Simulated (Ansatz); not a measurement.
Cells of AlRu relaxed with PBEsol (plane waves to 420 eV, PAW, scalar-relativistic; Ansatz, an electronic-structure program), each with a space-group label. One label is wrong.

**A**, labelled F-43m (No. 216)
```
CELL_PARAMETERS angstrom
      5.25997     0.00000     0.00000
     -2.62999     4.55527     0.00000
      0.00000     0.00000     4.14198
ATOMIC_POSITIONS crystal
  Ru 0.50000 0.00000 0.00000
  Ru 0.50000 0.50000 0.00000
  Ru 0.00000 0.50000 0.00000
  Al 0.00000 0.00000 0.00000
  Al 0.33333 0.66667 0.50000
  Al 0.66667 0.33333 0.50000
```

**B**, labelled Fd-3m (No. 227)
```yaml
crystal:
  lattice:
    - [0.00000, 3.02047, 3.02047]
    - [3.02047, 0.00000, 3.02047]
    - [3.02047, 3.02047, 0.00000]
  atoms:
    - { symbol: Al, position: [0.75000, 0.75000, 0.75000] }
    - { symbol: Al, position: [0.50000, 0.50000, 0.50000] }
    - { symbol: Ru, position: [0.00000, 0.00000, 0.00000] }
    - { symbol: Ru, position: [0.25000, 0.25000, 0.25000] }
```

**C**, labelled P6₃/mmc (No. 194)
```xyz
4
Lattice="2.8363 0.0000 0.0000 -1.4182 2.4563 0.0000 0.0000 0.0000 7.9007" Properties=species:S:1:pos:R:3 pbc="T T T"
Al     0.0000     0.0000     0.0000
Al     0.0000     0.0000     3.9503
Ru     0.0000     1.6375     5.9255
Ru     1.4182     0.8188     1.9752
```

**D**, labelled Pm-3m (No. 221)
```xyz
2
Lattice="2.9763 0.0000 0.0000 0.0000 2.9763 0.0000 0.0000 0.0000 2.9763" Properties=species:S:1:pos:R:3 pbc="T T T"
Al     0.0000     0.0000     0.0000
Ru     1.4882     1.4882     1.4882
```

Problem. Which label is wrong, and what should it be (tolerance 0.01 Å)?

Solution. A: its symmetry is P6/mmm (No. 191), hP6, AFLOW prototype AB_hP6_191_f_ad (B35, as in CoSn); a = b = 5.2600 Å, c = 4.1420 Å, α = β = 90.00°, γ = 120.00°.

Each run could gain symmetry but not lose that of its start, so entries can be saddle points. From databases, or of a type measured for this composition: Pm-3m, cP2, CsCl type; the others are generated cells (placed on structure types, drawn at random, substituted or restacked) that were not matched to a known phase here.

No spin polarisation in the result. A magnetic state may lie lower.
